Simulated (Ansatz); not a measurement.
This cell of MgB₂ (AlB2 type, space group P6/mmm) is off equilibrium:

```
CELL_PARAMETERS angstrom
      6.13485     0.00000     0.00000
     -1.53371     2.65647     0.00000
      3.06742     0.00000     3.51484
ATOMIC_POSITIONS crystal
  Mg 0.00000 0.00000 0.00000
  Mg 0.50000 0.00000 0.00000
  B  0.91667 0.64711 0.50000
  B  0.41667 0.68623 0.50000
  B  0.08333 0.35289 0.50000
  B  0.58333 0.31377 0.50000
```

Computed with r2SCAN (plane waves to 500 eV, PAW, scalar-relativistic; Ansatz, a first-principles code). k mesh 17×17×17 (Γ-centred), Fermi-Dirac smearing 0.05 eV. Stress and pressure are positive under compression. With partly filled bands, energies and forces of such displacements shift with the k mesh and the smearing. MgB2 was relaxed with its symmetry unable to fall.

Problem. Predict the force on every atom, in eV/Å.

Solution. 
```json
[
 {"atom": "Mg1", "Fx": "0.000", "Fy": "0.000", "Fz": "0.000"},
 {"atom": "Mg2", "Fx": "0.000", "Fy": "0.000", "Fz": "0.000"},
 {"atom": "B3", "Fx": "-0.914", "Fy": "1.017", "Fz": "0.000"},
 {"atom": "B4", "Fx": "0.424", "Fy": "-1.300", "Fz": "0.000"},
 {"atom": "B5", "Fx": "0.914", "Fy": "-1.017", "Fz": "0.000"},
 {"atom": "B6", "Fx": "-0.424", "Fy": "1.300", "Fz": "0.000"}
]
```

(A displaced cell: forces are minus the slopes of the energy, force constants its curvatures, and phonons follow from these.)
